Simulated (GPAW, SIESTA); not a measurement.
This is a calculation of As2S for GPAW 26.7.0 (ASE script). The cell comes from a database or a generator and needn't be the stable form of this composition.

The input run.py:

```python
from ase import Atoms
from ase.dft.bandgap import bandgap
from ase.io import write
from ase.units import Bohr, GPa
from gpaw import GPAW, PW, setup_paths
from gpaw.elf import elf_from_dft_calculation

setup_paths.insert(0, '.')

atoms = Atoms(['As', 'As', 'As', 'As', 'S', 'S'],
              cell=[[-3.50648, 3.50648, 2.485919],
                    [3.50648, -3.50648, 2.485919],
                    [3.50648, 3.50648, -2.485919]],
              scaled_positions=[[0.875, 0.125, 0.25],
                                [0.875, 0.625, 0.75],
                                [0.375, 0.125, 0.25],
                                [0.875, 0.125, 0.75],
                                [0.25, 0.75, 0.5],
                                [0.5, 0.5, 0.0]],
              pbc=True)

calc = GPAW(mode=PW(600),
            xc='PBEsol',
            kpts={'size': (7, 7, 7), 'gamma': True},
            occupations={'name': 'fermi-dirac', 'width': 0.05},
            nbands=30,
            convergence={'density': 1e-05, 'energy': 1e-05},
            maxiter=150,
            txt='gpaw.txt')
atoms.calc = calc
energy = atoms.get_potential_energy()
forces = atoms.get_forces()
stress = atoms.get_stress()
calc.write('gs.gpw')
write('result.traj', atoms)
print(f'Energy: {energy:.6f} eV')
print('Forces (eV/A):')
print(forces.round(4))
print('Stress (GPa):', (stress / GPa).round(3))
print('Fermi level:', round(calc.get_fermi_level(), 4), 'eV')
print(f'Gap: {bandgap(calc)[0]:.4f} eV, direct: {bandgap(calc, direct=True)[0]:.4f} eV')

# fields on the real-space grid
write('density.cube', atoms, data=calc.get_pseudo_density() * Bohr**3)
write('potential.cube', atoms, data=calc.get_electrostatic_potential())
write('elf.cube', atoms, data=elf_from_dft_calculation(calc).data)
```

Potentials or basis: PAW data sets generated in the run's folder for this functional, pw.

Run with:

```console
$ gpaw-setup -f PBEsol As S
$ OMP_NUM_THREADS=1 python run.py
```

**Question.** Translate it to SIESTA 5.4.2. Potentials or basis there: files PseudoDojo sr-pbesol-0.4.1-standard, DZP (energy shift 0.003 Ry; two zetas on semicore shells).

**Answer.** As run (cutoffs and basis follow the program's own potentials, and thresholds, step limits or extra output files can differ):

File As2S.fdf:

```
SystemName                      As2S
SystemLabel                     As2S
NumberOfSpecies                 2
NumberOfAtoms                   6
%block ChemicalSpeciesLabel
  1  33 As
  2  16 S
%endblock ChemicalSpeciesLabel

LatticeConstant                 1.0 Ang
%block LatticeVectors
    -3.5064800000     3.5064800000     2.4859190000
     3.5064800000    -3.5064800000     2.4859190000
     3.5064800000     3.5064800000    -2.4859190000
%endblock LatticeVectors
AtomicCoordinatesFormat         Fractional
%block AtomicCoordinatesAndAtomicSpecies
     0.8750000000     0.1250000000     0.2500000000  1  As
     0.8750000000     0.6250000000     0.7500000000  1  As
     0.3750000000     0.1250000000     0.2500000000  1  As
     0.8750000000     0.1250000000     0.7500000000  1  As
     0.2500000000     0.7500000000     0.5000000000  2  S
     0.5000000000     0.5000000000     0.0000000000  2  S
%endblock AtomicCoordinatesAndAtomicSpecies

%block kgrid.MonkhorstPack
    7   0   0  0.0
    0   7   0  0.0
    0   0   7  0.0
%endblock kgrid.MonkhorstPack
XC.Functional                   GGA
XC.Authors                      PBEsol
PAO.BasisSize                   DZP
PAO.EnergyShift                 0.003 Ry
Mesh.Cutoff                     500 Ry
OccupationFunction              FD
ElectronicTemperature           0.05 eV
MaxSCFIterations                120
SCF.MustConverge                false
SCF.Mixer.Method                Pulay
SCF.Mixer.Weight                0.25
SCF.Mixer.History               8
SCF.DM.Tolerance                5.0e-05
SCF.H.Tolerance                 1.0e-03 eV
WriteForces                     true
Charge.Mulliken                 end
Charge.Hirshfeld                end
Charge.Voronoi                  end
SaveRho                         true
SaveElectrostaticPotential      true
%block PAO.Basis
  As 4
  n=4 0 2
    5.501 0.000
  n=4 1 2
    7.312 0.000
  n=3 2 2
    2.890 0.000
  n=4 2 1
    7.312
%endblock PAO.Basis
```

Potentials or basis: PseudoDojo 0.4 standard (PBEsol files), converted to PSML, two zetas on semicore shells, DZP (energy shift 0.003 Ry; two zetas on semicore shells).

Run with:

```console
$ siesta < As2S.fdf > As2S.out 2>&1
```

Both were run:

|  | GPAW | SIESTA |
| --- | --- | --- |
| Pressure | -3.1 GPa | -1.0 GPa |

The potentials hold 32 and 72 valence electrons a cell.

Pressure is positive in compression.
